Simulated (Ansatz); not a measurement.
Polymorphs of ZnO, each relaxed with plane-wave PAW LDA (Ansatz code):

A: P4/nmm
a = 3.911 Å, b = 3.911 Å, c = 3.415 Å, α = 90.00°, β = 90.00°, γ = 90.00°

```
atom  site  symmetry       x       y       z
----  ----  --------  ------  ------  ------
Zn      2c       4mm  0.5000  0.0000  0.0615
O       2a      -4m2  0.0000  0.0000  0.0000
```

B: P6_3mc
a = 3.180 Å, b = 3.180 Å, c = 10.340 Å, α = 90.00°, β = 90.00°, γ = 120.00°

| atom | site | symmetry | x | y | z |
|---|---|---|---|---|---|
| Zn | 2a | 3m. | 0.0000 | 0.0000 | 0.0006 |
| Zn | 2b | 3m. | 0.3333 | 0.6667 | 0.2505 |
| O | 2a | 3m. | 0.0000 | 0.0000 | 0.3122 |
| O | 2b | 3m. | 0.3333 | 0.6667 | 0.0624 |

Q: Put the candidates in order of energy per atom at 0 K, lowest first, for LDA.

A: B (+0 meV/atom), A (+455 meV/atom)

Q: Give each one's gap.

A: A no gap; B 0.75 eV.

Constructed cells (a structure type filled with these elements, in neither database checked): A. Built on a structure type that need not be the filed one of that space group: B. Not the usual ambient phase: A; B. Weakly bound layers, chains or molecules computed without a dispersion correction, so cells and soft constants are ill determined: A. Unstable at this level: A. All cells were relaxed under the symmetry of their starts (and spin orders); stability against distortions was not tested throughout.

Energies hold the estimated change up to a 700 eV cutoff; steps of a few meV lie near the error of the meshes.

Potentials: the later of the program's two PAW sets.
